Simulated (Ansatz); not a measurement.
## Profile along the Br–K line in KBr (rock salt)

KBr (rock salt)

```yaml
crystal:
  lattice:
    - [0.00000, 3.35261, 3.35261]
    - [3.35261, 0.00000, 3.35261]
    - [3.35261, 3.35261, 0.00000]
  atoms:
    - { symbol: Br, position: [0.00000, 0.00000, 0.00000] }
    - { symbol: K, position: [0.50000, 0.50000, 0.50000] }
```

Fields along a shortest Br–K line of a {110} plane (3.35 Å), from Br to K, interpolated on the slice's grid (step about 0.3 Å). Method: PBE (plane waves to 420 eV, PAW, scalar-relativistic; Ansatz, an electronic-structure program). k mesh 9×9×9. These are valence fields of a PAW run, semicore shells included where kept as valence: close to a nucleus they are smooth pseudo fields. KBr was relaxed with its symmetry unable to fall.

| distance from Br (Å) | valence electron density (e/Å³) | electron localisation function |
|---|---|---|
| 0.00 | 0.06 | x |
| 0.17 | 0.16 | x |
| 0.34 | 0.66 | x |
| 0.50 | 1.10 | 0.45 |
| 0.67 | 1.14 | 0.75 |
| 0.84 | 0.93 | 0.88 |
| 1.01 | 0.60 | 0.88 |
| 1.17 | 0.35 | 0.83 |
| 1.34 | 0.21 | 0.74 |
| 1.51 | 0.12 | 0.46 |
| 1.68 | 0.08 | 0.12 |
| 1.84 | 0.07 | 0.03 |
| 2.01 | 0.09 | 0.09 |
| 2.18 | 0.18 | 0.34 |
| 2.35 | 0.42 | 0.63 |
| 2.51 | 0.97 | 0.84 |
| 2.68 | 1.96 | 0.88 |
| 2.85 | 3.18 | 0.85 |
| 3.02 | 4.03 | x |
| 3.18 | 4.17 | x |
| 3.35 | 4.10 | x |

x: too close to a nucleus for the ELF to mean much.

Density on the Br–K line (3.35 Å) at its density minimum, 1.8 Å from Br: 0.07 e/Å³. ELF at that point: 0.0. Character of the Br–K contact (rough rule: ELF there above 0.7 covalent, below 0.2 ionic, polar between): closed-shell (ionic).
